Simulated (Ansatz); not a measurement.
HfSiO4 in space group I4_1/amd (No. 141; Hf on 4a, Si on 4b, O on 16h), the program Ansatz at the PBE level (PAW), all energies at zero smearing, with the estimated change up to a 700 eV cutoff added, with one set of potentials and settings (totals compare only within such a set). Cell of 12 atoms (2 Hf, 2 Si, 8 O): -37271.801 eV.

```csv
element,reference phase,E (eV/atom)
Hf,"P6_3/mmc, 2 atoms in the cell",-15721.3637
Si,"Fd-3m, 2 atoms in the cell",-635.8096
O,"C2/m, 4 atoms in the cell, spin-polarised",-565.0000
```

Formation energy per atom, worked out: (-37271.801 − 2×(-15721.3637) − 2×(-635.8096) − 8×(-565.0000))/12 = -3.121 eV/atom (-301 kJ per mol of atoms), at 0 K, without zero-point energy or fitted corrections.

The cell was relaxed with PBE under the symmetry of its start. No spin polarisation was allowed. The references are the lowest solids computed at this level, not always the standard phases (solids in place of the gases). Spin–orbit coupling is left out wherever it is not named.

Potentials: the later of the program's two PAW sets.
